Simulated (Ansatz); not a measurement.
A scan (energy against volume; even scaling of the relaxed cell, symmetry kept) gave these values. These are PBE (plane waves to 420 eV, PAW, scalar-relativistic; Ansatz, an electronic-structure program) values and carry that method's errors.

The bulk modulus B₀ (third-order Birch-Murnaghan fit) is 7.8 GPa, the pressure derivative B₀′ (fit) is 3.7 and the equilibrium volume of the fit comes out as 36.96 Å³/atom.

### Question
Of these crystals, all scanned alike, which one is it?
A) V (bcc, W type)
B) GaAs (zinc blende)
C) Li (bcc, W type)
D) Na (bcc, W type)

### Answer
D, Na (bcc, W type). The others have, for the bulk modulus: V 182 GPa, GaAs 60.4 GPa, Li 13.9 GPa

All were relaxed with their symmetry unable to fall. The PAW data are Ansatz's earlier set. V is run without spin polarisation.

(Under strain, the slope of the energy per volume gives the stress and its curvature an elastic modulus.)
